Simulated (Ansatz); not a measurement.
Relaxation of SrSi₂Ag₂

Level of theory: DFT PBEsol, scalar-relativistic, plane waves, PAW (Ansatz 0.2.0). (420 eV cutoff, 8×8×4 k-mesh, Gaussian smearing of 0.10 eV, no spin polarisation)

What was changed: uniaxial strain along c, with a, b and atoms relaxed: -4.0 %.

Command:

```bash
ansatz run input.yaml --threads 1 --pin off --max-ram 2560MiB --backend cpu --events-out ev --progress --plain --runs-dir out
```

Input:

```yaml
crystal:
  lattice:
    - [4.377254477, 0.0, 0.0]
    - [0.0, 4.377254477, 0.0]
    - [0.0, 0.0, 9.9818164999]
  atoms:
    - { symbol: Sr, position: [0.0, 0.0, 0.0] }
    - { symbol: Sr, position: [0.5, 0.5, 0.5] }
    - { symbol: Si, position: [0.0, 0.0, 0.3857810961] }
    - { symbol: Si, position: [0.5, 0.5, 0.1142189039] }
    - { symbol: Si, position: [0.5, 0.5, 0.8857810961] }
    - { symbol: Si, position: [0.0, 0.0, 0.6142189039] }
    - { symbol: Ag, position: [0.0, 0.5, 0.25] }
    - { symbol: Ag, position: [0.5, 0.0, 0.25] }
    - { symbol: Ag, position: [0.5, 0.0, 0.75] }
    - { symbol: Ag, position: [0.0, 0.5, 0.75] }
basis:
  ecutwfc: 420
kpoints:
  mp_grid: { grid: [8, 8, 4] }
hamiltonian:
  xc: pbesol
scf:
  occupations: { method: gaussian, width: 0.1 }
output:
  forces: true
  stress: true
  eigenvalues: true
relax:
  adjacent_minimum: "off"
  f_tol: 0.008
  max_steps: 40
  cell: { stress_tol: 0.015, fix: [c, angles] }
```

F is the free energy. Steps run on the plane waves of an earlier cell, but the last one, and at times one on the way, on a freshly chosen basis, so a repeated geometry can differ a little in energy. The held parts of the cell keep their stress, so P needn't end at zero.

Steps:

| step | F − F(1) (eV) | largest force component (eV/Å) | V (Å³/atom) | P (GPa) |
| --- | --- | --- | --- | --- |
| 1 | 0.0000 | 0.263 | 19.126 | 2.34 |
| 2 | -0.0124 | 0.115 | 19.387 | 1.13 |
| 3 | -0.0138 | 0.035 | 19.363 | 1.23 |
| 4 | -0.0139 | 0.001 | 19.352 | 1.28 |
| 5 | -0.0143 | 0.001 | 19.352 | 1.28 |

Relaxed structure:

```cif
data_structure
_symmetry_space_group_name_H-M 'P 1'
_symmetry_Int_Tables_number 1
_cell_length_a 4.4031
_cell_length_b 4.4031
_cell_length_c 9.9818
_cell_angle_alpha 90.000
_cell_angle_beta 90.000
_cell_angle_gamma 90.000
_cell_volume 193.52
loop_
_atom_site_label
_atom_site_type_symbol
_atom_site_fract_x
_atom_site_fract_y
_atom_site_fract_z
_atom_site_occupancy
Sr1 Sr 0.00000 0.00000 0.00000 1
Sr2 Sr 0.50000 0.50000 0.50000 1
Si1 Si 0.00000 0.00000 0.38425 1
Si2 Si 0.50000 0.50000 0.11575 1
Si3 Si 0.50000 0.50000 0.88425 1
Si4 Si 0.00000 0.00000 0.61575 1
Ag1 Ag 0.00000 0.50000 0.25000 1
Ag2 Ag 0.50000 0.00000 0.25000 1
Ag3 Ag 0.50000 0.00000 0.75000 1
Ag4 Ag 0.00000 0.50000 0.75000 1
```

It takes space group I4/mmm (No. 139, tetragonal). The conventional cell has a = 4.403 Å, b = 4.403 Å, c = 9.982 Å, α = 90.00°, β = 90.00°, γ = 90.00°. Sr (site symmetry 4/mmm) is surrounded by 8 Si at 3.32 Å and 8 Ag at 3.33 Å. Around Si (site symmetry 4mm) lie 1 Si at 2.31 Å and 4 Ag at 2.58 Å. Ag (site symmetry -4m2) is surrounded by 4 Si at 2.58 Å.

The run converged. The run took 2.7 min on 1 thread of Arm Neoverse V2, on a shared host, peak memory 0.69 GiB.